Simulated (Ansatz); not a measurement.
**Hf: clamped-ion strain scan**

The calculation used Ansatz 0.2.0, DFT r2SCAN, scalar-relativistic, plane waves, PAW. The runs took a 500 eV cutoff, a Γ-centred 18×18×18 mesh and Gaussian smearing (0.15 eV). Spin–orbit coupling is left out, which can shift energies with elements as heavy as these. No spin polarisation. Energies are free energies at this smearing, counted from the undisturbed cell; pressure is positive in compression.

The starting cell (as given, not relaxed at this level; it stands at -5.4 GPa; this bcc form isn't the usual structure):

```xyz
1
Lattice="-1.8050 1.8050 1.8050 1.8050 -1.8050 1.8050 1.8050 1.8050 -1.8050" Properties=species:S:1:pos:R:3 pbc="T T T"
Hf    0.0000    0.0000    0.0000
```

The cell is strained by ε times the Voigt pattern (1, 0, 0, 0, 0, 0) (xx, yy, zz, yz, xz, xy; engineering shear) with fractional coordinates fixed. The cell is metallic on the mesh throughout.

**Question.** Over the sampled range (-0.0600 to 0.0600), is the undisturbed cell the lowest point?

**Answer.** No: the energy is lower at ε = -0.0600, -34.7 in ΔE (meV/atom).

**Question.** Which end lies higher in energy, -0.0600 or +0.0600?

**Answer.** +0.0600: 56.5 against -34.7.

The scan:

```
      ε  ΔE (meV/atom)
-0.0600          -34.7
-0.0450          -28.9
-0.0300          -20.9
-0.0150          -11.2
 0.0000            0.0
 0.0150           12.6
 0.0300           26.3
 0.0450           40.9
 0.0525           48.6
 0.0600           56.5
```